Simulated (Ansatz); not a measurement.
KRb₂ScF₆:
```xyz
10
Lattice="-3.1486 3.1486 4.5770 3.1486 -3.1486 4.5770 3.1486 3.1486 -4.5770" Properties=species:S:1:pos:R:3 pbc="T T T"
K      0.0000     0.0000     4.5770
Rb     0.0000     3.1486     2.2885
Rb     3.1486     0.0000     2.2885
Sc     0.0000     0.0000     0.0000
F      2.1306     1.4081     4.5770
F      1.0180     1.7405     0.0000
F     -1.4081     2.1306     4.5770
F      4.5567     1.0180     0.0000
F      0.0000     0.0000     2.0236
F      0.0000     0.0000     7.1304
```

Relaxed with r²SCAN. Special points in fractions of this cell's reciprocal vectors: Γ (0.000, 0.000, 0.000); X (0.000, 0.000, 0.500); P (0.250, 0.250, 0.250); N (0.000, 0.500, 0.000); M (0.500, 0.500, -0.500); S (0.368, 0.632, -0.368); S0 (-0.368, 0.368, 0.368); R (-0.237, 0.237, 0.500); G (0.500, 0.500, -0.237).

### Question
List the band energies nearest the valence-band maximum at these points for r²SCAN (plane waves, PAW; program Ansatz).

### Answer
In eV from the valence-band maximum; about four levels below and three above (degenerate sets whole), none deeper than 8.9 eV; points with the same levels are listed once.

| k | below | above |
|---|---|---|
| Γ | -0.19 -0.19 -0.13 -0.06 -0.06 | 7.54 7.95 7.95 |
| X | -0.26 -0.22 -0.09 -0.04 | 7.99 8.05 8.08 |
| P | -0.32 -0.32 -0.11 -0.11 -0.09 | 8.03 8.03 8.08 |
| N | -0.27 -0.14 -0.12 0.00 | 8.02 8.03 8.06 |
| M | -0.23 -0.23 -0.20 -0.20 -0.03 | 8.02 8.05 8.05 |
| S | -0.24 -0.20 -0.17 -0.01 | 8.04 8.04 8.05 |
| R | -0.29 -0.23 -0.10 -0.03 | 8.02 8.05 8.06 |

Space group I4/m. The workflow started from a Materials Project entry (that database holds measured and hypothetical structures alike); the Crystallography Open Database files this formula in space group No. 87, but the cells were not matched. Whether it is the stable phase at ambient conditions was not checked. The r²SCAN relaxation kept the symmetry of its start; whether a distortion lowers the energy is not shown. No spin polarisation was allowed. Scalar-relativistic: spin–orbit coupling is off unless named, which matters more the heavier the elements.

Potentials: the later of the program's two PAW sets.
